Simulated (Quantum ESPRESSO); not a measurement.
# Planted mistakes on one cell of Ga3SiCN3

The results below are calculated, not measured. They come from pw.x of Quantum ESPRESSO 7.5, a plane-wave density functional program, with PseudoDojo standard norm-conserving files (v0.5 for PBE, v0.4.1 for LDA and PBEsol). The cells are made up: elements, strain and atom displacements were drawn at random, and nothing was relaxed. There is no spin polarisation, spin-orbit coupling or dispersion term.

The cell has 8 sites of a zincblende or diamond lattice. Sites 1 to 4 hold Ga Ga Si Ga; sites 5 to 8 hold C N N N. Cell vectors in Å: (4.525, 0.000, 0.000); (0.000, 4.525, 0.000); (0.000, 0.000, 4.525). Settings: PBE, cutoff 1143 eV, 4 x 4 x 4 k mesh shifted by half a step, Fermi-Dirac smearing of 0.025 eV.

The intended run has a self-consistency threshold of 1e-07 eV, a smearing term of 0.000 eV, a pressure of -2.79 GPa and 12 iterations. Each further run changes one thing: atoms of sites 2 and 5 exchanged; cutoff 827 eV; k mesh 1 x 1 x 1; one electron removed; smearing 0.65 eV; threshold 0.05 eV. A coarse mesh keeps the shift, and a charged cell sits in a uniform background.

| run | change of free energy (eV) | smearing term -TS (eV) | change of P (GPa) | largest change of a force component (eV/Å) | iterations |
| --- | --- | --- | --- | --- | --- |
| A | 0.008 | 0.000 | 0.28 | 0.170 | 6 |
| B | -0.244 | -0.953 | 1.24 | 0.310 | 12 |
| C | -9.771 | -0.008 | -25.32 | 0.765 | 12 |
| D | 6.773 | 0.000 | 1.87 | 0.469 | 12 |
| E | 11.406 | -0.004 | 26.41 | 5.711 | 13 |
| F | 1.714 | 0.000 | -31.03 | 0.016 | 12 |

A rerun of the intended cell at 1437 eV and k mesh 6 x 6 x 6 moved values by no more than 0.004 eV in the cell's energy, 0.02 GPa in stress and 0.002 eV/Å in force.

Question: which change belongs to which run?

## Worked reading

Run A has the fewest iterations, as a run stopped early does. Run B has the largest smearing term, as wide smearing gives. Run F has a higher energy and the largest fall in pressure, as too small a basis gives. Energies from files of another functional, or of a charged cell, have another zero and say nothing on stability; the pressure of a charged cell rests on the program's zero of potential too.

## Key

| run | change |
| --- | --- |
| A | threshold 0.05 eV |
| B | smearing 0.65 eV |
| C | one electron removed |
| D | k mesh 1 x 1 x 1 |
| E | atoms of sites 2 and 5 exchanged |
| F | cutoff 827 eV |